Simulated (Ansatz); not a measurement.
Values for one crystal, relaxed and computed with the program Ansatz at the LDA level (PAW); other levels are named.

```yaml
volume_per_atom: 14.77 Å³
electronic_character: metallic (no gap)
Young's modulus: 107 GPa
zone_centre_stability: no imaginary mode at Γ
Elastic constants (relaxed ions, GPa): C11 = 163, C12 = 104, C13 = 97.4, C33 = 216, C44 = 45.9
debye_temperature_from_the_elastic_constants: 274 K
Formation energy from the elements (no fitted shifts): -5.6 kJ/mol-atom
```

Task: Which of these materials gives this?
(A) ZrCu, P2_1/m (Zr on 2e, Cu on 2e)
(B) GaAg, CsCl type
(C) ZnAg, P-6m2 (Zn on 1a, Ag on 1d)
(D) NaBi, L1₀ or tetragonal B2

Result: C, ZnAg, P-6m2 (Zn on 1a, Ag on 1d)

The workflow started from a Materials Project entry (that database holds measured and hypothetical structures alike); the Crystallography Open Database copy checked does not list it. COD files the formula under space group No. 221. With Zn and Ag taken as one species the cell has the higher symmetry P6_3/mmc, so it may be an ordered model of a mixed-site phase. Whether it is the stable phase at ambient conditions was not checked. Symmetry was held in the LDA relaxation. The run is not spin-polarised. As this level gives no gap, shear constants depend on the k-mesh and smearing (Fermi–Dirac, 0.1 eV here). On the denser mesh and wider smearing of the elastic run this cell carries a stress of 0.4 GPa. The references are the lowest solids computed at this level, not always the standard phases. Scalar-relativistic: spin–orbit coupling is off unless named, which matters more the heavier the elements.

Potentials: the later of the program's two PAW sets.
